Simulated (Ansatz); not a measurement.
All numbers below come from DFT PBE, scalar-relativistic, plane waves, PAW in Ansatz 0.2.0. All cells share a 420 eV cutoff and Γ-centred k meshes spaced at most about 0.3 Å⁻¹ (about 0.25 or finer for metals, 2π included). No spin polarisation in the final relaxations.

Temperature and zero-point effects are left out.

Two relaxed structures of ZrIn2Se3:

A.

```
CELL_PARAMETERS angstrom
3.91710 0.00000 0.00000
0.00000 3.91710 0.00000
0.00000 0.00000 9.20992
ATOMIC_POSITIONS crystal
Zr 0.50000 0.50000 0.00000
In 0.50000 0.00000 0.69886
In 0.00000 0.50000 0.30114
Se 0.50000 0.00000 0.36557
Se 0.00000 0.50000 0.63443
Se 0.00000 0.00000 0.00000
```

B.

```
CELL_PARAMETERS angstrom
3.89535 0.00000 0.00000
0.00000 3.89535 0.00000
0.00000 0.00000 10.49253
ATOMIC_POSITIONS crystal
Zr 0.00000 0.00000 0.50000
In 0.00000 0.50000 0.23853
In 0.50000 0.00000 0.76147
Se 0.50000 0.50000 0.00000
Se 0.00000 0.00000 0.00000
Se 0.50000 0.50000 0.50000
```

Question: Which is lower in energy, and by how much?

Answer: A is lower, by 232 meV/atom. A has space group P-4m2 (No. 115), 23.6 Å³/atom and no gap on its mesh; B has space group P-4m2 (No. 115), 26.5 Å³/atom and no gap. Counting Se atoms around In and Zr (those within 1.25 times the shortest such distance or 1.15 times the sum of covalent radii; a plus sign parts nearer from farther groups; the shortest distance is added where it is long for a bond), A has Zr 4, In 5+2 and B has Zr 4, In 6 from 3.2 Å. The denser one is the lower, and pressure would at first widen the difference. In A, around Zr lie 4 Se at 2.77 Å and 4 In at 3.40 Å; around In lie 4 Se at 2.83 Å, 1 Se at 3.07 Å, 2 Se at 3.40 Å and 2 Zr at 3.40 Å; Se on a site of symmetry 2mm has 4 In at 2.83 Å and 1 In at 3.07 Å; 1 more site not described. In B, Zr is surrounded by 4 Se at 2.75 Å and 4 In at 3.36 Å; around In lie 4 Se at 3.17 Å, 2 Se at 3.36 Å, 2 Zr at 3.36 Å and 4 In at 3.90 Å; around Se on its first site lie 4 Se at 2.75 Å and 4 In at 3.17 Å; 2 more sites not described. Both come from invented guesses. A third cell relaxed alike, in P4/mmm, lies 205 meV/atom below the lower of the two.

Cells relaxed within their symmetry can be saddle points.
